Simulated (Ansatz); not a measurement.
Computed with Ansatz 0.2.0, DFT PBE, scalar-relativistic, plane waves, PAW. Settings: cutoff 420 eV, Γ-centred meshes spaced at most about 0.3 Å⁻¹, and about 0.25 Å⁻¹ or finer for metals (2π included), Gaussian smearing. No spin polarisation in the final relaxations.

All energies are static (0 K, no zero-point motion).

Two relaxed structures of TiGe6Mo2:

A. Space group I4/mmm (No. 139), tetragonal, a = 3.337 Å, c = 25.271 Å. Ti has 10 Ge at 2.75–2.87 Å and 4 Ti at 3.34 Å; around Ge on its first site lie 4 Ti at 2.75 Å, 5 Ge at 2.77–2.83 Å, 1 Mo at 2.83 Å and 4 Ge at 3.34 Å; Ge on its second site has 5 Ge at 2.70–2.79 Å, 5 Mo at 2.71–2.81 Å and 4 Ge at 3.34 Å; around Ge on its third site lie 5 Ge at 2.70–2.77 Å, 4 Mo at 2.73 Å, 1 Ti at 2.87 Å and 4 Ge at 3.34 Å; around Mo lie 10 Ge at 2.71–2.83 Å and 4 Mo at 3.34 Å.

B. Space group Fmmm (No. 69), orthorhombic, a = 4.747 Å, b = 8.357 Å, c = 14.190 Å. Ti has 10 Ge at 2.73–2.82 Å and 4 Mo at 3.36 Å; Ge on a site of symmetry m2m is surrounded by 5 Ge at 2.71–2.79 Å, 3 Ti at 2.73–2.82 Å, 2 Mo at 2.73 Å and 4 Ge at 3.36 Å; around Ge on a site of symmetry m lie 4 Mo at 2.71–2.82 Å, 5 Ge at 2.71–2.79 Å, 1 Ti at 2.74 Å and 4 Ge at 3.34–3.36 Å; around Mo lie 10 Ge at 2.71–2.82 Å, 2 Mo at 3.34 Å and 2 Ti at 3.36 Å.

Question: Which placement of the atoms is lower in energy, and by how much?

Answer: They are level within the accuracy (4 meV/atom apart, with B the lower in these runs). The two share one framework of sites and differ in which element sits where. A has space group I4/mmm (No. 139), 15.6 Å³/atom and no gap on its mesh; B has space group Fmmm (No. 69), 15.6 Å³/atom and no gap. Counting Ge atoms around Mo and Ti (those within 1.25 times the shortest such distance or 1.15 times the sum of covalent radii, 1.27 where that leaves under three), A and B both have Ti 10, Mo 10. Both come from invented guesses.

The k mesh leaves some 4 meV/atom of noise in the energy of each metallic cell.
